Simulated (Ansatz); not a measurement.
**E(M) for Hf (P63/mmc)**

The geometry is a structure as deposited in COD, held fixed and not relaxed.

Common settings: LDA, 12×12×7 k mesh, Fermi–Dirac smearing of 0.05 eV. PAW means Ansatz 0.2.0 on its default frozen-core files; LAPW is all-electron LAPW in Ansatz 0.2.0. Site moments are integrated in spheres about the atoms, whose radii differ between the methods.

The first input and its command:

```yaml
crystal:
  lattice:
    - [3.1967, 0.0, 0.0]
    - [-1.59835, 2.7684234083, 0.0]
    - [0.0, 0.0, 5.0578]
  atoms:
    - { symbol: Hf, position: [0.3333333333, 0.6666666667, 0.25], spin: 0.6 }
    - { symbol: Hf, position: [0.6666666667, 0.3333333333, 0.75], spin: 0.6 }
magnetization:
  spin_polarized: true
kpoints:
  mp_grid: { grid: [12, 12, 7] }
scf:
  occupations: { method: fermi_dirac, width: 0.05 }
  lower_state_search: "off"
hamiltonian:
  xc: lda
  pseudopotentials: { kind: paw }
output:
  forces: true
  stress: true
  eigenvalues: true
  populations: true
  dos: { projected: true, de: 0.1, e_range: [-8, 5] }
  write_density: true
  write_potential: true
  elf: true
  volumetric_format: npy
```

Command: `ansatz run input.yaml --threads 1 --pin off --max-ram 3072MiB --backend cpu --events-out ev --progress --plain --runs-dir out`

The input for «total moment held at 1.8 μB» by PAW differs from it in these lines, output keys apart:

```diff
-    - { symbol: Hf, position: [0.3333333333, 0.6666666667, 0.25], spin: 0.6 }
-    - { symbol: Hf, position: [0.6666666667, 0.3333333333, 0.75], spin: 0.6 }
+    - { symbol: Hf, position: [0.3333333333, 0.6666666667, 0.25], spin: 0.9 }
+    - { symbol: Hf, position: [0.6666666667, 0.3333333333, 0.75], spin: 0.9 }
+  initial_magnetization: 1.8
+  spin_locking: { lock_magnetization: hard }
```

The input for «total moment held at 0.8 μB» by LAPW differs from it in these lines, output keys apart:

```diff
-    - { symbol: Hf, position: [0.3333333333, 0.6666666667, 0.25], spin: 0.6 }
-    - { symbol: Hf, position: [0.6666666667, 0.3333333333, 0.75], spin: 0.6 }
+    - { symbol: Hf, position: [0.3333333333, 0.6666666667, 0.25], spin: 0.4 }
+    - { symbol: Hf, position: [0.6666666667, 0.3333333333, 0.75], spin: 0.4 }
+  initial_magnetization: 0.8
+  spin_locking: { lock_magnetization: hard }
-  pseudopotentials: { kind: paw }
+  pseudopotentials: { kind: all_electron, lapw: { basis_error: 0.001 } }
```

The total moment M of the cell is held by giving each spin its own Fermi level. Half their difference over μB is the field that would hold M, so μB·B = dF/dM. Energies count from each method's free run. The held moment starts spread evenly over Hf1, Hf2.

The free PAW run: The moments died out: the run ends unmagnetised.

| M (μB/cell) | ΔF PAW (meV/cell) | ΔF LAPW (meV/cell) | B, PAW (T) | largest site moment, PAW (μB) | pressure, PAW (GPa) |
| --- | --- | --- | --- | --- | --- |
| 0.00 | 0.0 | – | – | 0.00 | -7.6 |
| 0.40 | +37.0 | +37.1 | +3204 | 0.13 | -7.6 |
| 0.80 | +141.5 | +141.5 | +5562 | 0.26 | -7.1 |
| 1.20 | +287.4 | – | ? | 0.38 | -6.5 |
| 1.80 | +557.9 | +558.0 | +8589 | 0.57 | ? |
| 2.40 | +880.0 | +880.2 | +9967 | 0.77 | -3.9 |
| 3.20 | +1413.3 | +1413.5 | +13167 | 1.02 | -1.0 |

Fill in "pressure, PAW (GPa)" for the row "1.80".

-5.3.

Give the missing entry: row "1.20", column "B, PAW (T)".

+6960.

Check μB·B = dF/dM between M = 1.20 and 1.80 μB with the PAW numbers.

ΔF/ΔM = +270.5 meV / 0.60 = +450.9 meV per μB, which is +7789 T with μB = 0.05788 meV/T. The mean of the two holding fields is +7774 T. The slope equals the mean of B over the step, so the two agree where B(M) is nearly straight between its ends, and here they lie within a tenth of each other.

Separate runs put a uniform field on the spins (g = 2):

```json
{"field (T)": "200", "M PAW (μB/cell)": "0.027", "M LAPW (μB/cell)": "0.027"}
{"field (T)": "1000", "M PAW (μB/cell)": "0.132", "M LAPW (μB/cell)": "0.132"}
{"field (T)": "3000", "M PAW (μB/cell)": "0.371", "M LAPW (μB/cell)": "0.371"}
```

The PAW files were made with PBE; the program remakes their cores once for the run's functional and then keeps them frozen. The Ansatz runs typed with the search for lower states off end where their start leads. Spin–orbit coupling is left out although heavy atoms are present. The magnetic state is the one that this cell and start allow. It needn't be the compound's measured order, which may need a larger cell or be absent.
